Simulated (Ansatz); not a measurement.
ZnS (zinc blende)

```yaml
crystal:
  lattice:
    - [0.00000, 2.67846, 2.67846]
    - [2.67846, 0.00000, 2.67846]
    - [2.67846, 2.67846, 0.00000]
  atoms:
    - { symbol: S, position: [0.75000, 0.75000, 0.75000] }
    - { symbol: Zn, position: [0.00000, 0.00000, 0.00000] }
```

The slice is a {100} plane (indices of the conventional cell) through the point (0.000, 0.000, 0.000) (fractional), spanned by u = [100] and v = [0 1 -1] in vectors of this cell: u (3.79 Å) and v (3.79 Å, at 90° to u). It covers one period; positions are fractions (u, v).

All values below come from PBEsol (plane waves to 420 eV, PAW, scalar-relativistic; Ansatz, a first-principles code). k mesh 11×11×11. Inside the PAW spheres the values are not all-electron values, and peaks at nuclei hang on which shells count as valence. The PAW data are Ansatz's earlier set. ZnS was relaxed with its symmetry unable to fall.

Q: Sketch the electrostatic potential energy of an electron, from the cell's mean on this plane as a map.

A: 
```
|xxxxxxxxxxxxxx--++**##########**++--xxxxxxxxxxxx|
|xxxxxxxxxxxxxx==++**##########**++==xxxxxxxxxxxx|
|xxxxxxxxxxxx..==**##############**==..xxxxxxxxxx|
|xxxxxxxxxx  ==++**##%%%%%%%%%%##**++==  xxxxxxxx|
|xxxxxxxx  --++**##%%%%%%%%%%%%%%##**++--  xxxxxx|
|xxxxxx..==++**##%%%%@@@@@@@@@@%%%%##**++==..xxxx|
|----====++**##%%%%@@@@@@@@@@@@@@%%%%##**++====--|
|++++++****##%%%%@@@@@@@@@@@@@@@@@@%%%%##****++++|
|******####%%%%@@@@@@@@@@@@@@@@@@@@@@%%%%####****|
|**######%%%%@@@@@@@@@@@@@@@@@@@@@@@@@@%%%%######|
|########%%%%@@@@@@@@@@@@@@@@@@@@@@@@@@%%%%######|
|########%%%%@@@@@@@@@@@@@@@@@@@@@@@@@@%%%%######|
|########%%%%@@@@@@@@@@@@@@@@@@@@@@@@@@%%%%######|
|**######%%%%@@@@@@@@@@@@@@@@@@@@@@@@@@%%%%######|
|******####%%%%@@@@@@@@@@@@@@@@@@@@@@%%%%####****|
|++++++****##%%%%@@@@@@@@@@@@@@@@@@%%%%##****++++|
|----====++**##%%%%@@@@@@@@@@@@@@%%%%##**++====--|
|xxxxxx..==++**##%%%%@@@@@@@@@@%%%%##**++==..xxxx|
|xxxxxxxx  --++**##%%%%%%%%%%%%%%##**++--  xxxxxx|
|xxxxxxxxxx  ==++**##%%%%%%%%%%##**++==  xxxxxxxx|
|xxxxxxxxxxxx..==**##############**==..xxxxxxxxxx|
|xxxxxxxxxxxxxx==++**##########**++==xxxxxxxxxxxx|
|xxxxxxxxxxxxxx--++**##########**++--xxxxxxxxxxxx|
|xxxxxxxxxxxxxx--++****######****++--xxxxxxxxxxxx|
```
Scale: ten equal steps from 0.00 (start of ' ') to 8.66 (end of '@'), in the order ' .:-=+*#%@'. Values: electrostatic potential energy of an electron, from the cell's mean, in eV. The map has 24 points along u (two characters each, u = 0 at the left) and 24 along v (v = 0 in the bottom row). Points within 1 Å of a nucleus are blanked (x), as the pseudised field means little there. Values under 0 eV are set to 0. The zero, the cell's mean, hangs on the PAW cores.
